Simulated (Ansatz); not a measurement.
Starting cell, ZnAg (CsCl type):

```
ZnAg
1.0
    6.15371     0.00000     0.00000
    3.07686     3.07686     0.00000
    0.00000     0.00000     3.07686
Zn Ag
2 2
Direct
  0.00000   0.50000   0.50000
  0.50000   0.50000   0.50000
  0.00000   0.00000   0.00000
  0.50000   0.00000   0.00000
```

The atoms are displaced by Q × the pattern below (from a DFPT mode at M = (0.5, 0.5, 0.0), largest move 1; Q in Å), at fixed cell. (q is in reciprocal vectors of the primitive cell; the cell shown is doubled to hold the pattern.)

```tsv
atom	x	y	z
Zn1	0.000	0.000	-1.000
Zn2	0.000	0.000	1.000
```

Atoms not listed stay in place.

The numbers are results of LDA (plane waves to 420 eV, PAW, scalar-relativistic; Ansatz, a program for electronic structure), not measurements. k mesh 15×15×15 (Γ-centred), Fermi-Dirac smearing 0.05 eV. Energies are smeared free energies. With partly filled bands, energies and forces of such displacements shift with the k mesh and the smearing. ZnAg was relaxed with its symmetry unable to fall. ΔE is measured from the undisplaced structure.

```csv
Q (Å),ΔE (eV/cell)
-0.180,0.154
-0.120,0.069
-0.060,0.017
0.000,0.000
0.060,0.017
0.120,0.069
0.180,0.154
```

Task: Which DFPT wavenumber at M = (0.5, 0.5, 0.0) belongs to this mode?
A) 141 cm⁻¹
B) 25 cm⁻¹
C) 198 cm⁻¹
D) 109 cm⁻¹

Result: A, 141 cm⁻¹. The curvature of the scan gives 141 cm⁻¹

(A displaced cell: forces are minus the slopes of the energy, force constants its curvatures, and phonons follow from these.)
